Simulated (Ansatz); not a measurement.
Ta2Si:
```
Ta2Si
1.0
   -3.08385     3.08385     2.52494
    3.08385    -3.08385     2.52494
    3.08385     3.08385    -2.52494
Ta Si
4 2
Direct
  0.66366   0.83634   0.50000
  0.33634   0.16366   0.50000
  0.83634   0.33634   0.17268
  0.16366   0.66366   0.82732
  0.25000   0.25000   0.00000
  0.75000   0.75000   0.00000
```

Relaxed with r²SCAN.

Question: Map the electron localisation function on the plane through (0.664, 0.836, 0.500) spanned by u = [0, 0, 1] and v = [1, -1, 0] in lattice vectors, from r²SCAN (plane waves, PAW; program Ansatz).

Answer: x is the fraction of u, y of v (the angle between them is 90°; rows are the nearest grid lines); atoms in the plane: Ta at (0.00, 0.00), Ta at (0.00, 0.67), Si at (0.50, 0.59), Si at (0.50, 0.09).
```
y \ x   0.000  0.0800  0.200  0.280  0.360  0.440  0.560  0.640  0.720  0.800  0.920   1.00
------  -----  ------  -----  -----  -----  -----  -----  -----  -----  -----  -----  -----
1.00    0.018   0.576  0.203  0.410  0.715  0.697  0.697  0.715  0.410  0.203  0.576  0.018
0.925   0.711   0.622  0.143  0.424  0.581  0.610  0.610  0.581  0.424  0.143  0.622  0.711
0.850   0.312   0.347  0.508  0.532  0.460  0.395  0.395  0.460  0.532  0.508  0.347  0.312
0.775   0.422   0.282  0.240  0.476  0.518  0.495  0.495  0.518  0.476  0.240  0.282  0.422
0.700   0.197   0.668  0.179  0.384  0.694  0.756  0.756  0.694  0.384  0.179  0.668  0.197
0.625   0.601   0.729  0.163  0.527  0.596  0.233  0.233  0.596  0.527  0.163  0.729  0.601
0.550   0.188   0.158  0.428  0.685  0.627  0.218  0.218  0.627  0.685  0.428  0.158  0.188
0.450   0.499   0.375  0.161  0.165  0.345  0.645  0.645  0.345  0.165  0.161  0.375  0.499
0.375   0.375   0.202  0.562  0.573  0.263  0.262  0.262  0.263  0.573  0.562  0.202  0.375
0.300   0.373   0.203  0.577  0.589  0.275  0.259  0.259  0.275  0.589  0.577  0.203  0.373
0.225   0.497   0.365  0.153  0.155  0.322  0.633  0.633  0.322  0.155  0.153  0.365  0.497
0.150   0.206   0.255  0.507  0.662  0.691  0.462  0.462  0.691  0.662  0.507  0.255  0.206
0.0750  0.740   0.631  0.190  0.606  0.530  0.191  0.191  0.530  0.606  0.190  0.631  0.740
0.000   0.018   0.576  0.203  0.410  0.715  0.697  0.697  0.715  0.410  0.203  0.576  0.018
```

The density is the valence pseudo-density with augmentation charge, so density and ELF within about 1 Å of a nucleus are not all-electron values.

Space group I4/mcm. The workflow started from a Materials Project entry (that database holds measured and hypothetical structures alike); the Crystallography Open Database copy checked does not list it. Whether it is the stable phase at ambient conditions was not checked. The cell was relaxed with r²SCAN under the symmetry of its start; whether a distortion lowers the energy is not shown. The run is not spin-polarised. Spin–orbit coupling is left out wherever it is not named.

Potentials: the later of the program's two PAW sets.
